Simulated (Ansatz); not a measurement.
Here is the system:

Yb (fcc, Cu type), conventional cell a = b = c = 5.2015 Å, α = β = γ = 90.00°. The calculation uses the primitive cell of 1 atom, to which meshes and values per cell refer.

This relaxed cell (volume V₀) is scaled evenly in all directions, its shape held. Symmetry pins the atoms to their sites.

Computed with r2SCAN (plane waves to 500 eV, PAW, scalar-relativistic; Ansatz, a first-principles code). k mesh 15×15×15 (Γ-centred), Fermi-Dirac smearing 0.05 eV. E stands for the smeared free energy. Stress and pressure are positive under compression. The relaxed volume of Yb is well below the measured one. Yb is run without spin polarisation. Yb was relaxed with its symmetry unable to fall. The f-shell state is unchecked: a lower one may exist. ΔE is measured from the relaxed starting cell.

The scan covers V/V₀ from 0.900 to 1.100 in 9 points.

Q: What bulk modulus B₀ follows from a third-order Birch-Murnaghan fit?

A: 20.2 GPa.

Q: What is the fitted pressure derivative B₀′?

A: 3.3.

(Under strain, the slope of the energy per volume gives the stress and its curvature an elastic modulus.)
